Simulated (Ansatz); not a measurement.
In r²SCAN (plane waves, PAW; program Ansatz), AlZnNO in the trigonal phase (P3m1; Al on 1b, Zn on 1c, O on 1b, N on 1c) relaxes to a = 3.135 Å, c = 5.151 Å. Al has 4 nearest neighbours from 1.81 Å (tetrahedral); Zn has 4 nearest neighbours from 1.97 Å (tetrahedral); N has 4 nearest neighbours from 1.88 Å (tetrahedral). Its formation energy from the elements is -161 kJ/mol of atoms, with no fitted shifts.

The Kohn–Sham gap is 2.83 eV (direct). The valence maximum lies at Γ and the conduction minimum at Γ. HSE06 on the same cell gives 3.83 eV. Electrons at the band edge weigh 0.24, 0.30, 0.30 mₑ (principal values).

The bulk modulus is 180 GPa. The relaxed-ion elastic constants in GPa are C11 = 300, C12 = 124, C13 = 107, C14 = -1.5, C33 = 352, C44 = 71.3. The elastic constants imply a Debye temperature near 643 K. Bader charges are Al +2.50, Zn +1.22, O -1.46, N -2.26 e.

The start of the workflow was typed in or built on a structure type; neither database checked (COD, Materials Project) lists it. Whether it is the stable phase at ambient conditions was not checked. The r²SCAN relaxation kept the symmetry of its start; whether a distortion lowers the energy is not shown. The references are the lowest solids computed at this level, not always the standard phases (solids in place of the gases).

Potentials: the earlier of the program's two PAW sets. The files were generated under PBE; for other functionals the program regenerates the frozen cores, and for LDA and PBEsol the local potential too.
